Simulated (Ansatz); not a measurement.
Does relaxation matter for the field gradients of SiC with Sb replacing Si?

Start: a supercell of SiC (zinc blende type, F-43m) built from a structure deposited in the COD, with all atoms left at the host's positions.

Space group F-43m (No. 216); a = 13.0740 Å.

```csv
site,Wyckoff,site symmetry,x,y,z
Sb,4a,-43m,0.0000,0.0000,0.0000
Si2,48h,..m,0.1667,0.0000,0.1667
Si5,16e,.3m,0.3333,0.8333,0.1667
Si9,16e,.3m,0.6667,0.6667,0.3333
Si15,24f,2.mm,0.5000,0.6667,0.5000
C28,16e,.3m,0.0833,0.9167,0.0833
C29,24g,2.mm,0.2500,0.9167,0.2500
C33,48h,..m,0.5833,0.7500,0.4167
C41,16e,.3m,0.4167,0.5833,0.4167
C54,4c,-43m,0.7500,0.2500,0.7500
```

One atom of each set is listed; the run and its k-mesh use a cell of 54 atoms with edges of 9.24, 9.24, 9.24 Å.

All values are calculated (Ansatz; DFT, PBE, plane waves and PAW, scalar-relativistic, 420 eV cutoff, Γ-centred 3×3×3 k-points, Fermi–Dirac smearing 0.01 eV, cell charge -1), not measured.

The largest force at the start is 5.4 eV/Å. Relaxing the ions at fixed cell moves them by 0.171 Å at most (atom 28, C) and 0.051 Å rms.

```json
{"site": "Sb", "moved (Å)": "0.000", "first shell before": "4 C at 1.89 Å", "first shell after": "4 C at 2.06 Å", "V_zz before (10²¹ V/m²)": "0.00", "η before": "–"}
{"site": "Si2", "moved (Å)": "0.044", "first shell before": "4 C at 1.89 Å", "first shell after": "4 C at 1.86–1.88 Å", "V_zz before (10²¹ V/m²)": "0.76", "η before": "0.17"}
{"site": "Si5", "moved (Å)": "0.005", "first shell before": "4 C at 1.89 Å", "first shell after": "4 C at 1.88–1.89 Å", "V_zz before (10²¹ V/m²)": "-0.15", "η before": "0.00"}
{"site": "Si9", "moved (Å)": "0.002", "first shell before": "4 C at 1.89 Å", "first shell after": "4 C at 1.89 Å", "V_zz before (10²¹ V/m²)": "-0.31", "η before": "0.00"}
{"site": "Si15", "moved (Å)": "0.006", "first shell before": "4 C at 1.89 Å", "first shell after": "4 C at 1.88–1.89 Å", "V_zz before (10²¹ V/m²)": "0.13", "η before": "0.97"}
{"site": "C28", "moved (Å)": "0.171", "first shell before": "1 Sb at 1.89 Å, 3 Si at 1.89 Å", "first shell after": "3 Si at 1.88 Å, 1 Sb at 2.06 Å", "V_zz before (10²¹ V/m²)": "0.88", "η before": "0.00"}
{"site": "C29", "moved (Å)": "0.004", "first shell before": "4 Si at 1.89 Å", "first shell after": "4 Si at 1.86–1.88 Å", "V_zz before (10²¹ V/m²)": "0.19", "η before": "0.18"}
{"site": "C33", "moved (Å)": "0.003", "first shell before": "4 Si at 1.89 Å", "first shell after": "4 Si at 1.88–1.89 Å", "V_zz before (10²¹ V/m²)": "0.14", "η before": "0.96"}
{"site": "C41", "moved (Å)": "0.003", "first shell before": "4 Si at 1.89 Å", "first shell after": "4 Si at 1.88–1.89 Å", "V_zz before (10²¹ V/m²)": "-0.024", "η before": "0.00"}
```

(1) How do the gradients change?

## Answers

(1) 

```tsv
site	V_zz after	η after	change of V_zz
Sb	0.00	–	0.00
Si2	-0.86	0.72	–
Si5	-0.087	0.00	+0.07
Si9	-0.33	0.00	-0.02
Si15	0.23	0.89	+0.10
C28	1.96	0.00	+1.08
C29	-0.39	0.34	-0.58
C33	-0.090	0.31	–
C41	0.008	0.00	+0.03
```

The largest change of V_zz along a kept axis is on C28, from 0.88 to 1.96. On C29 V_xx and V_yy change places (or their axes turn by over 50°), so the two values of η hide a larger change. V_zz changes sign on C29 (same axis). On Si2, C33 the largest principal value lies along another axis in the second run, so the two V_zz can't be compared directly. Other sites without a gradient aren't listed.

The run isn't spin-polarised, and a state with spin may lie lower. The defect repeats with the cell of 54 atoms, so it feels its images: sites between two images don't show the values beside a lone defect, and zeros or small values of η there can come from the images' arrangement. A uniform background compensates the cell's charge. The defect cell has no gap above 0.1 eV on its mesh, so the values can hang on the smearing and the k-mesh. Without spin–orbit coupling (the program notes it for Sb) the gradients can shift somewhat, as the gap is small.
Before: The cell keeps the host's lattice, where the PBE pressure is 6 GPa (in a charged cell this depends on the convention for the mean potential). The neighbours have not yet relaxed around the defect (largest force 5.4 eV/Å), so the values at and beside it are those of a strained start, not of the defect in a real crystal.
After: The relaxation keeps the site symmetry -43m of the start, so the impurity can't leave its site; a distortion that would localise the partly filled state isn't explored. The cell keeps the host's lattice, where the PBE pressure is 5 GPa (in a charged cell this depends on the convention for the mean potential).
